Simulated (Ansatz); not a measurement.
**Is this structure of B2Br stable?**

Atoms and cell were relaxed at zero pressure (-22.3 % in volume from the start). The relaxed cell:

```
CELL_PARAMETERS angstrom
3.10011 0.00000 0.00000
-1.55005 2.68477 0.00000
0.00000 0.00000 10.40266
ATOMIC_POSITIONS crystal
B 0.00000 0.00000 0.42330
B 0.00000 0.00000 0.57670
B 0.66667 0.33333 0.99989
B 0.33333 0.66667 0.00011
Br 0.66667 0.33333 0.29488
Br 0.33333 0.66667 0.70512
```

Space group P-3m1 (No. 164); conventional cell a = 3.100 Å, b = 3.100 Å, c = 10.403 Å, α = 90.00°, β = 90.00°, γ = 120.00°.

Method: PBE in Ansatz 0.2.0, PAW datasets, plane waves to 420 eV, 9×9×3 Γ-centred mesh, fermi-dirac occupations of width 0.100 eV. Spin: none; no U, no spin-orbit coupling.

**Question.** What is its formation energy?

**Answer.** 1.202 eV an atom at 0 K against the elements' lowest computed crystals and the free molecules of gases, with no empirical correction.

**Question.** Does it lie on the convex hull?

**Answer.** Among the phases that we computed and relaxed alike, the lowest mixture with other formulas is 56 % B + 44 % BBr₃ (shares of atoms). The cell lies 1436 meV an atom above it, so it would gain by splitting into them.

The start was: a known structure type with other elements put in, at an estimated volume. An invented cell need not be a known compound.

Caveats: differences under 20 meV an atom lie within the error of meshes and cutoff; the relaxation keeps the start's symmetry, so a distorted cell may lie lower; a metal without spin among anions, where moments or a distortion may lower the energy; no dispersion correction, which matters between weakly bound layers.
